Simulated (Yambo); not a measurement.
Yambo run on BaTiO₃ (space group R3m, No. 160). The wavefunctions are PBEsol (Quantum ESPRESSO, PseudoDojo norm-conserving, 84 Ry, without SOC) ones on a 4×4×4 mesh (20 occupied bands); a = 4.0338 Å, b = 4.0338 Å, c = 4.0338 Å, α = 89.84°, β = 89.84°, γ = 89.84°.

Yambo input:

```
rim_cut
gw0
dyson
el_el_corr
HF_and_locXC
ppa
em1d
RandQpts= 1000000
RandGvec= 1 Ry
EXXRLvcs= 84 Ry
VXCRLvcs= 336 Ry
Chimod= "HARTREE"
% BndsRnXp
 2 | 127 |
%
NGsBlkXp= 8 Ry
% LongDrXp
 1.0 | 1.0 | 1.0 |
%
PPAPntXp= 27.2114 eV
% GbndRnge
 1 | 84 |
%
GTermKind= "BG"
DysSolver= "n"
ExtendOut
% QPkrange
 1 | 1 | 20 | 21 |
 13 | 13 | 20 | 20 |
%
```

k points by index: 1 = Γ, 13 = Z.

Table of the .qp output:

```
#    K-point    Band    Eo [eV]    E [eV]    E-Eo [eV]    Vxc [eV]    Vnlxc [eV]    Sc|Eo [eV]    Sc|E [eV]    dSc/dw|Eo [eV]    Re(Z)    Im(Z)
#
    1    20    -0.391665    -0.766652    -0.374987    -19.89386    -24.49951    4.120931    4.230659    -7.960110    0.773675    -0.001332
    1    21    2.369839    3.627451    1.257611    -18.84914    -11.88060    -5.360911    -5.710927    -7.572541    0.782295    -0.001405
    13    20    0.000000    -0.368873    -0.368873    -19.66981    -24.75838    4.608524    4.719692    -8.197892    0.768479    -0.001369
```
(The two width columns are left out.) Convergence of these settings isn't established.

Geometry of the Materials Project entry, not relaxed at this level.
